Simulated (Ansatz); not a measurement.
### Question
Name crystals whose computed values (plane-wave PAW r²SCAN (Ansatz code)) fall in these windows: gap (eV) 0.40 to 0.52; B₀ by P(V) fit (GPa) 180 to 230.

### Answer


| crystal | gap (eV) | B₀ by P(V) fit (GPa) |
|---|---|---|
| NbCuN2, R-3m (Nb on 3b, Cu on 3a, N on 6c) | 0.46 | 208 |
Others may fit too.

Typed or built starts, not in the databases checked: NbCuN2, R-3m (Nb on 3b, Cu on 3a, N on 6c). Began spin-polarised and lost the moments: NbCuN2, R-3m (Nb on 3b, Cu on 3a, N on 6c). The cell was relaxed under the symmetry of its start. Spin–orbit coupling is left out wherever it is not named.

Potentials: the later of the program's two PAW sets.
